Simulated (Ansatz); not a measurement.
Input and command of a calculation in Ansatz (plane waves; scalar-relativistic PAW potentials unless the input names others):

```yaml
crystal:
  lattice:
    - [4.461453964, 0.0, 0.0]
    - [0.0, 4.461453964, 0.0]
    - [0.0, 0.0, 4.461453964]
  atoms:
    - { symbol: Mg, position: [0.0, 0.5, 0.5] }
    - { symbol: Mg, position: [0.5, 0.0, 0.5] }
    - { symbol: Mg, position: [0.5, 0.5, 0.0] }
    - { symbol: Se, position: [0.0, 0.0, 0.0] }
kpoints:
  mp_grid: { grid: [12, 12, 12] }
hamiltonian:
  xc: pbe
  pseudopotentials: { kind: paw, source: jth }
scf:
  occupations: { method: gaussian, width: 0.1 }
output:
  forces: true
  eigenvalues: true
  stress: true
```

```bash
ansatz run input.yaml --threads 1 --pin off --max-ram 2560MiB --backend cpu --events-out ev --progress --plain --runs-dir out
```

Abridged log:
```
Warning: <dir> the checks of this Mg dataset prove no rule for summing its radial tables, as where they were carried onto another mesh than they were made on, and Gregory's rule is taken, under which a leading mesh point left out moves its sums only by what lay on the interval it spanned. ...
Warning: <dir> the checks of this Se dataset prove no rule for summing its radial tables, as where they were carried onto another mesh than they were made on, and Gregory's rule is taken, under which a leading mesh point left out moves its sums only by what lay on the interval it spanned. ...
Basis set: ecut = 900 eV, 5449 PW (Γ), exchange–correlation on 108×108×108 points (8 copies of the dense FFT grid, shifted against one another)
Bands: 22, of which v1, the nominal top of the filled ones, is band 18 counted from 1 (17 counted from 0)
Symmetry: 48 space group operations
k-points: 84 of 1728
SCF iter   1: F=—  HF=-8348.653123 eV  |F-HF|=—  |Δ(HF+E_count)|=         —  Δρ=2.74e-2  dr2=1.65e0  ethr=3.10e-3  ⟨swp⟩=7.3  Hψ=9603  notcnv=0
SCF iter   2: F=—  HF=-8348.370123 eV  |F-HF|=—  |Δ(HF+E_count)|=   2.83e-1  Δρ=1.43e-2  dr2=5.07e-1  ethr=3.10e-3  ⟨swp⟩=2.0  Hψ=2815  notcnv=0  defer=11
SCF iter   3: F=—  HF=-8348.250496 eV  |F-HF|=—  |Δ(HF+E_count)|=   1.20e-1  Δρ=3.87e-3  dr2=3.84e-2  ethr=1.41e-3  ⟨swp⟩=2.0  Hψ=2487  notcnv=0  defer=11
SCF iter   4: F=—  HF=-8348.237991 eV  |F-HF|=—  |Δ(HF+E_count)|=   1.25e-2  Δρ=1.14e-3  dr2=2.10e-3  ethr=1.07e-4  ⟨swp⟩=1.8  Hψ=2644  notcnv=0  defer=8
SCF iter   5: F=—  HF=-8348.237058 eV  |F-HF|=—  |Δ(HF+E_count)|=   9.33e-4  Δρ=3.00e-4  dr2=8.00e-5  ethr=5.84e-6  ⟨swp⟩=3.0  Hψ=3453  notcnv=0  defer=8
SCF iter   6: F=—  HF=-8348.237234 eV  |F-HF|=—  |Δ(HF+E_count)|=   1.76e-4  Δρ=6.11e-5  dr2=4.28e-6  ethr=2.22e-7  ⟨swp⟩=2.0  Hψ=2346  notcnv=0  defer=8
SCF iter   7: F=—  HF=-8348.237236 eV  |F-HF|=—  |Δ(HF+E_count)|=   2.10e-6  Δρ=1.46e-5  dr2=2.71e-7  ethr=1.19e-8  ⟨swp⟩=2.0  Hψ=2266  notcnv=0  defer=8
SCF iter   8: F=-8348.237236 eV  HF=-8348.237236 eV  |F-HF|=1.76e-9  |Δ(HF+E_count)|=   1.59e-9  Δρ=2.96e-6  dr2=8.55e-9  ethr=2.78e-10  ⟨swp⟩=6.3  Hψ=8170  notcnv=0
SCF 1 converged in 8 iterations: F = -8348.237236 eV  dr2 = 8.55e-9
SCF converged after 8 iterations
Free energy (F): -8348.237236 eV
Harris-Foulkes:  -8348.237236 eV  (|F-HF|=1.76e-9)
Internal energy: -8348.228032 eV  (E = F + TS)
E sigma→0 (E₀):  -8348.232634 eV
Entropy (-TS):   -0.009204 eV (-2.301 meV/atom)
Fermi energy:    7.287721 eV
--- Forces (eV/Å), atoms counted from 1 ---
  atom   1  Mg     0.00000000     0.00000000     0.00000000
  atom   2  Mg     0.00000000     0.00000000     0.00000000
  atom   3  Mg     0.00000000     0.00000000     0.00000000
  atom   4  Se     0.00000000     0.00000000     0.00000000
--- Stress (GPa, compression-positive) ---
       -0.010192       0.000000       0.000000
        0.000000      -0.010192       0.000000
        0.000000       0.000000      -0.010192
  P = ⅓ Tr σ = -0.0102 GPa (-0.102 kbar)
```

Apart from outputs, empty bands and the relaxation, which only the reference makes, the input differs from a reference run on usual settings in hamiltonian.pseudopotentials: not typed → {"kind": "paw", "source": "jth"}; kpoints.mp_grid.grid: [10, 10, 10] → [12, 12, 12]; basis.ecutwfc: 420 → not typed. The reference, at the same geometry, ended its own course with pressure -0.01 GPa, largest force 0.000 eV/Å, no gap on the mesh. This run converged in 8 SCF iterations with a total energy on another zero, pressure -0.01 GPa, largest force 0.000 eV/Å, no gap on the mesh.

Time: 22 s on 1 thread of Arm Neoverse V1, with other jobs on the host, peak memory 0.68 GiB.